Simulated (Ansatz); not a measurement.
PmSe in the zincblende structure

The computed numbers are results of PBEsol, scalar-relativistic (collinear spin) in the plane-wave PAW code Ansatz at 600 eV, Γ-centred 8×8×8 mesh, 0.05 eV Gaussian smearing; PAW files: Ansatz's generated set soft_2.

Space group F-43m (No. 216). a = 6.635 Å, b = 6.635 Å, c = 6.635 Å, α = 90.00°, β = 90.00°, γ = 90.00°
```tsv
atom	site	symmetry	x	y	z
Pm	4a	-43m	0.0000	0.0000	0.0000
Se	4d	-43m	0.2500	0.2500	0.7500
```

This is a trial structure: such lanthanide and actinide compounds mostly take the rock-salt structure.

Magnetic state: ferromagnetic, site spin moments Pm 4.59; Se -0.06 μB.

Question: Which orbitals carry the states at the Fermi level, and how many states are there?

Answer: Within 0.1 eV of it: Pm 4f 94 % (shares among the projected shells). The Fermi level sits on a steep edge: the density of states is 2.5, 15.9 and 10.9 states/eV per cell at −0.1, 0 and +0.1 eV.

Density of states (tetrahedra, averaged over 0.3 eV; states/eV per cell of 2 atoms; energy in eV from the Fermi level; projections on Löwdin-orthogonalised atomic orbitals, summed over sites):

```
    E  total  Pm 4f up  Pm 4f down  Se 4p  Pm 5d up  Pm 5d down
-4.60    0.1       0.0         0.0    0.1       0.0         0.0
-4.30    2.0       0.0         0.0    1.3       0.3         0.1
-4.00    3.9       0.0         0.0    2.7       0.2         0.4
-3.70    3.2       0.1         0.0    2.3       0.6         0.1
-3.40    7.0       0.1         0.0    5.2       0.6         0.8
-3.10    3.6       0.0         0.0    2.9       0.1         0.3
-2.80    0.2       0.0         0.0    0.2       0.0         0.0
-2.50    0.0       0.0         0.0    0.0       0.0         0.0
-2.20    0.0       0.0         0.0    0.0       0.0         0.0
-1.90    0.0       0.0         0.0    0.0       0.0         0.0
-1.60    0.0       0.0         0.0    0.0       0.0         0.0
-1.30    0.0       0.0         0.0    0.0       0.0         0.0
-1.00    0.0       0.0         0.0    0.0       0.0         0.0
-0.70    1.3       1.2         0.0    0.0       0.0         0.0
-0.40   12.0      11.6         0.0    0.1       0.3         0.0
-0.10    6.5       5.7         0.0    0.0       0.7         0.0
 0.20    4.5       4.0         0.0    0.1       0.3         0.0
 0.50    0.8       0.2         0.0    0.1       0.4         0.0
 0.80    1.8       0.1         0.0    0.1       0.5         0.9
 1.10    1.6       0.0         0.1    0.1       0.4         0.6
 1.40    2.4       0.0         0.1    0.2       1.2         0.5
 1.70    3.5       0.1         0.3    0.3       1.4         1.0
 2.00    3.8       0.0         0.6    0.2       1.3         1.3
 2.30    5.1       0.0         2.7    0.1       1.1         0.8
 2.60    8.0       0.0         6.7    0.1       0.4         0.7
 2.90    6.7       0.0         5.5    0.0       0.1         0.7
 3.20    8.2       0.0         5.6    0.2       0.6         1.2
 3.50    4.0       0.0         0.9    0.3       1.5         0.6
 3.80    2.0       0.0         0.0    0.3       1.1         0.0
 4.10    2.6       0.0         0.1    0.3       0.8         0.6
 4.40    3.6       0.0         0.1    0.4       0.6         1.4
 4.70    3.0       0.0         0.1    0.5       0.5         1.3
 5.00    1.9       0.0         0.0    0.3       0.1         0.8
```

Without a U the open 4f shell is pinned at the Fermi level, an artefact: in the real crystal it splits into occupied and empty levels away from it, and its large orbital moment is missing here. No spin–orbit coupling, a notable omission for heavy elements. The run wasn't fully tested for a lower electronic state. Site moments are of spin, integrated over atomic spheres. The run holds 0.7 f electrons more on Pm than the trivalent ion has, so it is between trivalent and divalent here. In such compounds it is trivalent as a rule, so this state is likely an artefact, and the extra f charge swells the ion. No antiparallel order was tried.

The state of the open shells isn't shown to be the lowest, and forces and pressures are less sure for it.
